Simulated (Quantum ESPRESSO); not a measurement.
Different elements on one site among Al Cu Ga W

Calculated results; nothing here was measured. They come from Quantum ESPRESSO 7.5, a public plane-wave density functional program. Each row is one single-point run on a made-up periodic cell of eight metal atoms, with elements, volume, strain and displacements drawn at random and not relaxed, so a cell may be unstable or far from any real phase. There is no spin polarisation or spin-orbit coupling.

Settings: PBE unless stated; PseudoDojo standard norm-conserving files; Fermi-Dirac width 0.25 eV, which means electrons at about 2900 K; cutoff 1252 eV; 7 x 6 x 4 k mesh shifted half a step off Gamma. E is the free energy of the whole cell (internal energy minus TS), so a -TS column is already part of it. Stress is positive in tension, and the pressure P is minus a third of its trace.

Checks: one run of this series was repeated at a higher cutoff and on a denser mesh, which moved values by no more than 0.003 eV, 0.03 GPa and 0.004 eV/Å, and a second program with other atomic files agreed on it to 2 % rms in force and 0.5 GPa in pressure. Known limits: the copper pseudopotential is less sure than most, with forces differing by about three percent and pressure by about two GPa from a second method on plain copper; heavy elements are run without spin-orbit coupling, which real alloys of them have; a spin test at this wide smearing found no moment, but such smearing suppresses magnetism that the real alloy may have.

The lattice is face-centred cubic, and the cell vectors in Å are (-3.787, -0.060, 0.033); (-1.937, -3.917, -1.878); (-2.003, -4.034, 5.933), a volume of 115.79 Å³. The elements on sites 1 to 8 are Al Ga W Cu Cu X Al Al. The runs change X and keep the cell and the displaced positions. The column v is a rough volume for each atom of the pure element, close to PBE values, from general knowledge and not from these runs. Energies are left out, as each element's file has its own zero.

```
run,X,v (Å³),-TS (eV),force on X (eV/Å),rms force (eV/Å),P (GPa)
1,Ta,18.3,-0.704,1.972,0.860,9.38
2,Ti,17.3,-0.781,1.234,0.699,5.15
3,Zn,15.2,-0.563,0.869,0.612,1.32
4,Ru,13.8,-0.863,0.691,0.607,0.30
5,Al,16.5,?,?,?,?
```

## Worked fit

A straight line through the runs shown gives P = -27.5 + 1.951 v GPa with v in Å³, an error of 0.405 on the slope and a scatter of 1.43 GPa. At this fixed volume the pressure tends to rise with the size of X.

## Withheld run

Question: what pressure should run 5, with Al, give?

The fit gives 4.69 ± 1.60 GPa. The calculation gave 2.92 GPa.
